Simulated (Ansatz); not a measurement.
Relaxed Sn (diamond):

```xyz
2
Lattice="0.0000 3.2834 3.2834 3.2834 0.0000 3.2834 3.2834 3.2834 0.0000" Properties=species:S:1:pos:R:3 pbc="T T T"
Sn     1.6417     1.6417     1.6417
Sn     0.0000     0.0000     0.0000
```

In this cell atom 1 (Sn, nearest neighbour Sn at 2.843 Å; its periodic images, 4.6 Å or more away, move with it) is moved by s along Cartesian [111], unit vector (0.577, 0.577, 0.577); all other atoms and the cell stay fixed.

The numbers are results of r2SCAN (plane waves to 500 eV, PAW, scalar-relativistic; Ansatz, a quantum-chemistry and plane-wave program), not measurements. k mesh 10×10×10 (Γ-centred), Fermi-Dirac smearing 0.05 eV. E stands for the smeared free energy. Left out: 1 of 11 points, with atoms too close for the PAW data. With partly filled bands, energies and forces of such displacements shift with the k mesh and the smearing. Sn was relaxed with its symmetry unable to fall. The zero of ΔE is the undisplaced structure. The last digit holds for this mesh only.

```
s (Å)   ΔE (meV/cell)
------  -------------
-0.680         3321.6
-0.510         1575.8
-0.340          600.1
-0.170          129.6
0.000             0.0
0.170            94.0
0.340           323.2
0.510           604.4
0.680           867.9
0.850          1063.8
```

Q: What force constant k = d²E/ds² at s = 0 does the table give?

A: 7.7 eV/Å². It is the second difference of the nearest points, corrected with the next pair.

Q: With k = 7.63 eV/Å² from the forces, is the well harmonic out to s = 0.850 Å?

A: ½ks² = 2757 meV/cell against the computed 1064 meV/cell, so the well is softer than harmonic there.

(A displaced cell: forces are minus the slopes of the energy, force constants its curvatures, and phonons follow from these.)
